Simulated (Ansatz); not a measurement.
# WS₂ — ³³S NMR of the central transition

Cell: a COD entry, atoms as given.

```
W S
1.0
     3.15320    0.00000    0.00000
    -1.57660    2.73075    0.00000
     0.00000    0.00000   12.32300
W S
2 4
Cartesian
  0.0000 1.8205 3.0808
  1.5766 0.9103 9.2423
  0.0000 1.8205 7.6711
  1.5766 0.9103 1.5096
  0.0000 1.8205 10.8134
  1.5766 0.9103 4.6519
```

Sites (sets of like atoms) are named by element and the number of their first atom in this list.

Computed with Ansatz: DFT, PBE, plane waves and PAW, scalar-relativistic, collinear spin, 420 eV cutoff, Γ-centred 16×16×4 k-points, Fermi–Dirac smearing 0.02 eV. Start moments as typed (μB): 2 on each W, none on the rest.

³³S has I = 3/2 and Q = -69.40 mb (Pyykkö 2018); at 23.5 T its Larmor frequency is ν₀ = 76.9 MHz. Only the quadrupole interaction is simulated: positions count from each site's isotropic chemical shift, and J coupling is left out, as are shift anisotropy and dipolar coupling, which fast spinning averages.

(1) What does the ³³S spectrum (fast magic-angle spinning) show for each site?

## Answers

(1) 

```csv
site,first shell,C_Q (MHz),η,P_Q (MHz),δ_QIS (ppm),breadth (kHz)
S,3 W at 2.40 Å; also 7 S at 3.14–3.15 Å,7.40,0.00,7.40,-231,38.1
```

δ_QIS = −(ν_Q²/30ν₀²)[I(I+1) − 3/4](1 + η²/3) × 10⁶ ppm with ν_Q = 3|C_Q|/[2I(2I−1)]; it falls as 1/B₀² in ppm, and the breadth as 1/B₀ in kHz.

The broadest static pattern spans 93 kHz. The table holds for spinning faster than that; slower spinning leaves sidebands.

An axis of threefold or higher order runs through S, so V_zz lies along it and η is zero.

Without spin–orbit coupling the gradients at and beside W can be off by some per cent, at some sites by more. The start moments die out, and the run ends without spin.
